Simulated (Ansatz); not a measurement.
AlN (CsCl type, Pm-3m) under volume change, plane-wave PAW PBEsol (Ansatz code), scaled uniformly.

| V (Å³/atom) | E − E(relaxed) (meV/atom) | P (GPa) |
|---|---|---|
| 7.938 | 52.8 | 23.36 |
| 8.200 | 22.2 | 14.33 |
| 8.461 | 5.2 | 6.61 |
| 8.723 | 0.0 | 0.00 |
| 8.985 | 4.7 | -5.64 |
| 9.246 | (withheld) | (withheld) |
| 9.508 | (withheld) | (withheld) |

Question: Complete the blanks.

Answer: 
- 9.246, E − E(relaxed) (meV/atom): 18.0
- 9.246, P (GPa): -10.47
- 9.508, E − E(relaxed) (meV/atom): 38.5
- 9.508, P (GPa): -14.61

Question: What does a third-order Birch–Murnaghan fit give for V₀, B₀ and B′?

Answer: V₀ = 8.72 Å³/atom, B₀ = 203 GPa, B′ = 4.2.

A made-up cell: these elements were put on the sites of a structure type; neither database checked (COD, Materials Project) lists it. It is not the phase usual at ambient conditions (space group No. 186, 216). Symmetry was held in the PBEsol relaxation. At this level the phase is dynamically unstable (imaginary phonons).

Potentials: the later of the program's two PAW sets.
